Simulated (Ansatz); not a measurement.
Hf₃ZrTe₈: rattling a relaxed structure

The structure comes from a generated guess, relaxed at this level; another structure or a mixture of phases may lie lower.

Theory: DFT PBE, scalar-relativistic, plane waves, PAW (Ansatz 0.2.0). Cutoff 420 eV; k points 6×6×6 on the computed 12-atom cell (Γ-centred); Gaussian smearing, width 0.10 eV; no spin polarisation.

The cell below (12 atoms, space group P-3m1 (No. 164)) is relaxed within its symmetry.

```
Zr Hf Te
1.0
     7.94904    0.00000    0.00000
    -3.97452    6.88407    0.00000
     0.00000    0.00000    7.16906
Zr Hf Te
1 3 8
Direct
  0.00000 0.00000 0.00000
  0.00000 0.50000 0.00000
  0.50000 0.00000 0.00000
  0.50000 0.50000 0.00000
  0.33542 0.16771 0.75149
  0.33333 0.66667 0.75260
  0.83229 0.16771 0.75149
  0.83229 0.66458 0.75149
  0.16771 0.33542 0.24851
  0.16771 0.83229 0.24851
  0.66667 0.33333 0.24740
  0.66458 0.83229 0.24851
```

For the test it was strained at random (σ = 1.5 % a component), the atoms were moved at random (σ = 0.10 Å), and all was relaxed again on a coarse 4×3×3 mesh (in the run’s order of axes) with 0.20 eV smearing, with no symmetry imposed.

Weakly bound directions are ill-defined at this level, which has no dispersion term. Spin–orbit coupling, which can matter for Hf and Te, is left out.

Question: Is the structure stable against such a distortion?

Answer: It returns, within 1 meV/atom of the unmoved cell on that mesh and with the same symmetry when read at 0.1 Å (C2/m at 0.01 Å, so small strains and shifts remain). No instability shows in this cell; modes of other wave vectors, which need another repeat, aren't tested.
